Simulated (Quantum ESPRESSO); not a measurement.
**Kohn-Sham bands of SiS$_{2}$ (Ibam)**

```
CELL_PARAMETERS angstrom
      0.00000     0.00000     5.54871
      5.74938     0.00000     0.00000
     -2.87469     4.91045    -2.77435
ATOMIC_POSITIONS crystal
  Si 0.75000 0.00000 0.00000
  Si 0.25000 0.00000 0.00000
  S  0.88475 0.68331 0.76950
  S  0.11525 0.31669 0.23050
  S  0.61525 0.91381 0.23050
  S  0.38475 0.08619 0.76950
```

Materials Project entry mp-1602; symmetrised, unrelaxed at this level. COD (Crystallography Open Database) has the formula in 2 space groups, this one among them (matched by group alone). Computed values, not measurements, from LDA: Quantum ESPRESSO (norm-conserving PseudoDojo potentials, cutoff 44 Ry, no spin polarisation, no spin-orbit coupling) on a Γ-centred 6×6×6 mesh, then Wannier90. Density: 6×6×6 mesh, cold smearing 0.01 Ry. The cell is built of weakly bound layers, chains or molecules, whose nearest atoms lie 3.87 Å apart. Database cells relaxed without dispersion often hold them too far apart, which can enlarge gaps and weakens couplings between them; spacing and stacking were not compared with the measured crystal.

Energies are relative to the valence-band maximum; weights are on the orthonormalised atomic waves of the pseudopotential files, averaged over the group. 32 electrons a cell are treated as valence.

```csv
bands,from (eV),to (eV),filling,weight on atomic waves
1–2,-14.59,-12.50,filled,?
3–4,-12.09,-11.81,filled,?
5–6,-7.74,-5.39,filled,?
7–16,-4.83,0.00,filled,?
```

**Question.** Which atomic shells make up each group?

**Answer.** 
- 1–2, weight on atomic waves: S 3s 56 %, Si 3s 20 %, Si 3p 17 %
- 3–4, weight on atomic waves: S 3s 77 %, Si 3p 22 %
- 5–6, weight on atomic waves: S 3p 47 %, Si 3s 28 %, S 3s 23 %
- 7–16, weight on atomic waves: S 3p 80 %, Si 3p 14 %

The Kohn-Sham gap over both meshes and the path is 2.69 eV.
